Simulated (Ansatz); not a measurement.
SrTiO3:
```
SrTiO3
1.0
    3.90683     0.00000     0.00000
    0.00000     3.90683     0.00000
    0.00000     0.00000     3.90683
Sr Ti O
1 1 3
Cartesian
  0.00000   0.00000   0.00000
  1.95341   1.95341   1.95341
  0.00000   1.95341   1.95341
  1.95341   1.95341   0.00000
  1.95341   0.00000   1.95341
```

Relaxed with r²SCAN. Special points in fractions of this cell's reciprocal vectors: Γ (0.000, 0.000, 0.000); X (0.000, 0.500, 0.000); M (0.500, 0.500, 0.000); R (0.500, 0.500, 0.500).

**Question.** List the band energies nearest the valence-band maximum at these points for the program Ansatz at the r²SCAN with spin–orbit coupling level (PAW).

**Answer.** In eV from the valence-band maximum; about four levels below and three above (degenerate sets whole), none deeper than 8.9 eV; points with the same levels are listed once.

```csv
k,below,above
Γ,-0.35 -0.35 -0.35 -0.35,2.24 2.24 2.24 2.24
X,-0.78 -0.78 -0.74 -0.74,2.41 2.41 4.13 4.13
M,-1.59 -1.59 -0.09 -0.09,4.14 4.14 4.16 4.16
R,0.00 0.00 0.00 0.00,4.83 4.83 4.83 4.83
```

Space group Pm-3m (cubic perovskite). The cell was relaxed with r²SCAN under the symmetry of its start. At this level the phase is dynamically unstable (imaginary phonons). The run is not spin-polarised.

Potentials: the later of the program's two PAW sets.
